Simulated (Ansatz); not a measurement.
Consider the following.

Ag:
```
Ag
1.0
    2.81487     0.00000     0.00000
   -1.40744     2.43775     0.00000
    0.00000     0.00000     4.67349
Ag
2
Direct
  0.33333   0.66667   0.25000
  0.66667   0.33333   0.75000
```

This is the LDA-relaxed structure. x, y and z are the axes in which the lattice vectors are written.

Q: All from LDA (plane waves, PAW; program Ansatz), unless another level is named. Predict the Young's modulus.

A: 104 GPa.

Q: Predict the elastic constants (relaxed ions, GPa).

A: C11 = 200, C12 = 127, C13 = 94.3, C33 = 214, C44 = 30.3.

Q: Give the highest zone-centre frequency.

A: 184 cm^-1.

Space group P6_3/mmc (hcp (Mg type)). The workflow started from a Materials Project entry (that database holds measured and hypothetical structures alike); the Crystallography Open Database files this formula in space group No. 194, but the cells were not matched. It is not the phase usual at ambient conditions (space group No. 225). The LDA relaxation kept the symmetry of its start; its stability against distortions is not shown here. No spin polarisation was allowed. As this level gives no gap, shear constants depend on the k-mesh and smearing (Fermi–Dirac, 0.1 eV here). As this level gives no gap, phonon frequencies hold no LO–TO term and depend on the k-mesh and smearing (Fermi–Dirac, 0.1 eV here). On the denser mesh and wider smearing of the elastic run this cell carries a stress of 0.6 GPa.

Potentials: the earlier of the program's two PAW sets. The files were generated under PBE; for other functionals the program regenerates the frozen cores, and for LDA and PBEsol the local potential too.
